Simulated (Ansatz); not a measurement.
Zr3N4:
```
CELL_PARAMETERS angstrom
     -3.35129     3.35129     3.35129
      3.35129    -3.35129     3.35129
      3.35129     3.35129    -3.35129
ATOMIC_POSITIONS crystal
  Zr 0.25000 0.62500 0.37500
  Zr 0.75000 0.87500 0.12500
  Zr 0.37500 0.25000 0.62500
  Zr 0.12500 0.75000 0.87500
  Zr 0.62500 0.37500 0.25000
  Zr 0.87500 0.12500 0.75000
  N  0.14181 0.14181 0.14181
  N  0.50000 0.00000 0.35819
  N  0.00000 0.35819 0.50000
  N  0.35819 0.50000 0.00000
  N  0.64181 0.64181 0.64181
  N  0.50000 0.00000 0.85819
  N  0.85819 0.50000 0.00000
  N  0.00000 0.85819 0.50000
```

Relaxed with PBEsol. Special points in fractions of this cell's reciprocal vectors: Γ (0.000, 0.000, 0.000); H (0.500, -0.500, 0.500); N (0.000, 0.000, 0.500); P (0.250, 0.250, 0.250).

List the band energies nearest the valence-band maximum at these points for PBEsol in the plane-wave PAW code Ansatz.

In eV from the valence-band maximum; about four levels below and three above (degenerate sets whole), none deeper than 8.9 eV; points with the same levels are listed once.

```tsv
k	below	above
Γ	-1.29 -1.29 -1.29 0.00 0.00 0.00	0.76 0.76 1.38 1.38 1.38
H	-0.39 -0.39 -0.39 -0.39	3.28 3.28 3.28 3.28 3.28 3.28
N	-1.65 -1.65 -0.72 -0.72	2.13 2.13 2.38 2.38
P	-1.66 -1.66 -1.66 -1.66 -1.32 -1.32	2.38 2.38 2.81 2.81 2.81 2.81
```

Space group I-43d. Symmetry was held in the PBEsol relaxation. The run is not spin-polarised. Scalar-relativistic: spin–orbit coupling is off unless named, which matters more the heavier the elements.

Potentials: the later of the program's two PAW sets.
